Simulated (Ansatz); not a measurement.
## NaLaMnMoO6 and the effect of the functional

```cif
data_structure
_symmetry_space_group_name_H-M 'P1'
_symmetry_Int_Tables_number 1
_cell_length_a 5.1094
_cell_length_b 5.6943
_cell_length_c 5.9202
_cell_angle_alpha 117.980
_cell_angle_beta 98.888
_cell_angle_gamma 92.485
_cell_volume 148.95
loop_
_atom_site_label
_atom_site_type_symbol
_atom_site_symmetry_multiplicity
_atom_site_Wyckoff_symbol
_atom_site_fract_x
_atom_site_fract_y
_atom_site_fract_z
_atom_site_occupancy
Na1 Na 1 a 0.40776 0.38086 0.07519 1
La1 La 1 a 0.03690 0.66325 0.68598 1
Mn1 Mn 1 a 0.44271 0.04268 0.40638 1
Mo1 Mo 1 a 0.90251 0.96387 0.30442 1
O1 O 1 a 0.73627 0.69569 0.99417 1
O2 O 1 a 0.72288 0.91846 0.55299 1
O3 O 1 a 0.70112 0.27368 0.37292 1
O4 O 1 a 0.19224 0.75325 0.36660 1
O5 O 1 a 0.17926 0.03365 0.11672 1
O6 O 1 a 0.20034 0.27462 0.63197 1
```

The cell comes from a database or a generator and needn't be the stable form of this composition.

Kept alike: task band structure; k mesh 6 × 6 × 5; occupations fermi-dirac, width 0.05 eV; collinear spin, ferromagnetic start. Program: Ansatz, Ansatz PAW. Cutoffs run from 420 to 500 eV. The mesh is that of the run's cell of 10 atoms. No spin-orbit coupling.

| functional | band gap (eV) | pressure (GPa) | largest site moment (μB) |
| --- | --- | --- | --- |
| BLYP | 0.896 | 3.95 | 2.61 |
| LDA | 0.736 | -8.49 | 2.56 |
| PBE | 0.856 | -0.01 | 2.64 |
| PBEsol | 0.791 | -4.46 | 2.62 |
| RPBE | 0.871 | 3.29 | 2.67 |
| r2SCAN | 1.125 | -2.06 | 2.92 |
| revPBE | 0.867 | 2.50 | 2.67 |

Pressure is positive in compression, with a Pulay correction for the finite cutoff. The runs hold the magnetic state that their start led to, which needn't be the lowest. Gaps are the smaller of the mesh's and the band path's. Site moments count inside each atom's sphere or projector. All rows use potentials made for PBE.

The band gap runs from 0.736 (LDA) to 1.125 eV (r2SCAN). From PBE: BLYP +0.040; LDA -0.120; PBEsol -0.065; RPBE +0.015; r2SCAN +0.269; revPBE +0.011. The pressure runs from -8.49 (LDA) to 3.95 GPa (BLYP). From PBE: BLYP +3.96; LDA -8.48; PBEsol -4.45; RPBE +3.30; r2SCAN -2.05; revPBE +2.51. The largest site moment runs from 2.56 (LDA) to 2.92 μB (r2SCAN). From PBE: BLYP -0.03; LDA -0.08; PBEsol -0.02; RPBE +0.03; r2SCAN +0.28; revPBE +0.03.
